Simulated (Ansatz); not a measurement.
GdSi$_{2}$Ni$_{2}$:
```yaml
crystal:
  lattice:
    - [-1.98370, 1.98370, 4.76408]
    - [1.98370, -1.98370, 4.76408]
    - [1.98370, 1.98370, -4.76408]
  atoms:
    - { symbol: Gd, position: [0.00000, 0.00000, 0.00000] }
    - { symbol: Si, position: [0.62887, 0.62887, 0.00000] }
    - { symbol: Si, position: [0.37113, 0.37113, 0.00000] }
    - { symbol: Ni, position: [0.25000, 0.75000, 0.50000] }
    - { symbol: Ni, position: [0.75000, 0.25000, 0.50000] }
```
The run is spin-polarised; directions of the spins, atom by atom: ↑ 0 0 0 0.

Relaxed with r²SCAN.

Task: Give the Bader charges and basin volumes of the independent atoms, r²SCAN (plane waves, PAW; program Ansatz).

Result: 

```tsv
atom	Bader charge (e)	Bader volume (Å³)
Gd1	+1.60	16.1
Si2	-0.22	15.6
Ni4	-0.58	13.8
```

Space group I4/mmm. The first step of the workflow began from a Materials Project structure, measured or hypothetical; the Crystallography Open Database copy checked does not list it. Its standing as an ambient phase is unchecked. Symmetry was held in the r²SCAN relaxation; its stability against distortions is not shown here. The final state is ferromagnetic, the only order run, not a proven ground state. The 4f shell is in the valence, and the state reached may lie above the lowest one. Other orbital occupations within this spin state were not tried. No Hubbard U is applied. Scalar-relativistic: spin–orbit coupling is off unless named, which matters more the heavier the elements.

Potentials: the later of the program's two PAW sets.
